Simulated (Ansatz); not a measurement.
**Li₂ZnO₂ (P-3m1) at 3 levels of theory**

One geometry, relaxed with PBE; plane waves with PAW potentials in Ansatz, scalar-relativistic. No spin polarisation. Gaps are the least over mesh and band path; pressure is positive in compression, and isn't given for hybrids.

```
CELL_PARAMETERS angstrom
3.15972 0.00000 0.00000
-1.57986 2.73640 0.00000
0.00000 0.00000 5.17794
ATOMIC_POSITIONS crystal
Li 0.66667 0.33333 0.64050
Li 0.33333 0.66667 0.35950
Zn 0.00000 0.00000 0.00000
O 0.66667 0.33333 0.24067
O 0.33333 0.66667 0.75933
```

```tsv
level	cutoff (eV)	k mesh	gap (eV)	pressure (GPa)
PBE	420	12×12×6	2.93	0.0
```

Problem. What comes out on the same cell with r2SCAN, HSE06?

Solution.
```
 level  cutoff (eV)   k mesh  gap (eV)  pressure (GPa)
r2SCAN          500  12×12×6      3.54            -5.1
 HSE06          420    6×6×4      4.66               -
```

The cell was found from a structure generator's guess, not taken from experiment.
